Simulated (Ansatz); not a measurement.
## Stress against strain in LaPb$_{3}$

```yaml
crystal:
  lattice:
    - [4.90600, 0.00000, 0.00000]
    - [0.00000, 4.90600, 0.00000]
    - [0.00000, 0.00000, 4.90600]
  atoms:
    - { symbol: La, position: [0.00000, 0.00000, 0.00000] }
    - { symbol: Pb, position: [0.00000, 0.50000, 0.50000] }
    - { symbol: Pb, position: [0.50000, 0.00000, 0.50000] }
    - { symbol: Pb, position: [0.50000, 0.50000, 0.00000] }
```

Atom numbers follow the list: La1, Pb2, Pb3, Pb4.

The cell is COD entry 1538830, as deposited and not checked against the literature; nothing was relaxed.

No spin–orbit coupling, which matters for the heavy atoms here.

All numbers below come from DFT, PBEsol, all-electron LAPW, scalar-relativistic (Ansatz 0.2.0).

Sampling and basis: a Γ-centred 7×7×7 k mesh, Fermi–Dirac smearing of 0.05 eV, basis error target 1 meV/atom, no spin polarisation.

The strain is applied along the Cartesian axes of the cell as listed (the other components stay zero). Fractional coordinates are held (clamped ions).

σ is the change of stress from the unstrained cell, which is at -0.82 GPa; tension is positive, so slopes are stress–strain coefficients at that pressure. In a metal the k mesh adds noise.

Only quantities that a quadratic follows smoothly over the whole series are listed; rougher ones are left out.

```
εxx = εyy  σzz (GPa)  σxx (GPa)
  -0.0200      -1.57      -2.69
  -0.0100      -0.74      -1.27
   0.0000       0.00       0.00
   0.0200       1.27       2.14
```

(1) Fit the series and read off the stiffness at zero strain.

(2) One run, at εxx = εyy = 0.0100, is withheld. Predict its row.

## Answers

(1) Least-squares fits y = p0 + p1 x + p2 x² to the rows give σzz (GPa): p1 = 70.9, p2 = -380; σxx (GPa): p1 = 121, p2 = -690. So 2 C12 = 71 GPa and C11 + C12 = 121 GPa.

(2) The fits give 0.67, 1.14; the run gave 0.67, 1.13.
